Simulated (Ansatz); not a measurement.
VN:
```cif
data_N4V4
_chemical_formula_sum 'V4 N4'
_space_group_name_H-M_alt 'Fm-3m'
_space_group_IT_number 225
_space_group_name_Hall '-F 4 2 3'
_cell_length_a 4.04214
_cell_length_b 4.04214
_cell_length_c 4.04214
_cell_angle_alpha 90.000
_cell_angle_beta 90.000
_cell_angle_gamma 90.000
loop_
_atom_site_label
_atom_site_type_symbol
_atom_site_symmetry_multiplicity
_atom_site_Wyckoff_symbol
_atom_site_fract_x
_atom_site_fract_y
_atom_site_fract_z
_atom_site_occupancy
V1 V 4 a 0.00000 0.00000 0.00000 1
N1 N 4 b 0.50000 0.50000 0.50000 1
```
(The calculation used a cell of 2 atoms; values per cell refer to that cell.)

This is the LDA-relaxed structure.

### Question
All from LDA (plane waves, PAW; program Ansatz), unless another level is named. Predict the electronic character.

### Answer
metallic (no gap).

### Question
Next, the formation energy from the elements (no fitted shifts)?

### Answer
-1.34 eV/atom.

### Question
What about the density of states at the Fermi level?

### Answer
0.83 states/eV per atom (mean over ±0.08 eV).

Symmetry was held in the LDA relaxation; of distortions, only those at the zone centre were tested. The run is not spin-polarised. The references are the lowest solids computed at this level, not always the standard phases (solids in place of the gases).

Potentials: the later of the program's two PAW sets.
